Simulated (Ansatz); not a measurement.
Relaxed MgS (rock salt):

```yaml
crystal:
  lattice:
    - [0.00000, 5.20309, 5.20309]
    - [2.60155, 2.60155, 5.20309]
    - [2.60155, 2.60155, 0.00000]
  atoms:
    - { symbol: S, position: [0.00000, 0.00000, 0.00000] }
    - { symbol: S, position: [0.50000, 0.00000, 0.00000] }
    - { symbol: Mg, position: [0.00000, 0.50000, 0.50000] }
    - { symbol: Mg, position: [0.50000, 0.50000, 0.50000] }
```

The atoms are displaced by Q × the pattern below (from a DFPT mode at X = (0.5, 0.5, 0.0), largest move 1; Q in Å), at fixed cell. It is one choice among 2 degenerate patterns. (q is in reciprocal vectors of the primitive cell; the cell shown is doubled to hold the pattern.)

| atom | x | y | z |
|---|---|---|---|
| S1 | 0.000 | 1.000 | 0.000 |
| S2 | 0.000 | -1.000 | 0.000 |
| Mg3 | 0.000 | 0.884 | 0.000 |
| Mg4 | 0.000 | -0.884 | 0.000 |

Computed with r2SCAN (plane waves to 500 eV, PAW, scalar-relativistic; Ansatz, a program for electronic structure). k mesh 11×11×11 (Γ-centred), Fermi-Dirac smearing 0.05 eV. MgS was relaxed with its symmetry unable to fall.

At one point of the scan the forces (eV/Å) are:

| atom | Fx | Fy | Fz |
|---|---|---|---|
| S1 | 0.000 | -5.075 | 0.000 |
| S2 | 0.000 | 5.075 | 0.000 |
| Mg3 | 0.000 | -4.310 | 0.000 |
| Mg4 | 0.000 | 4.310 | 0.000 |

**Question.** Which point is it?
(A) Q = 0.233 Å
(B) Q = 0.187 Å
(C) Q = 0.280 Å
(D) Q = 0.047 Å

**Answer.** C, Q = 0.280 Å

(A displaced cell: forces are minus the slopes of the energy, force constants its curvatures, and phonons follow from these.)
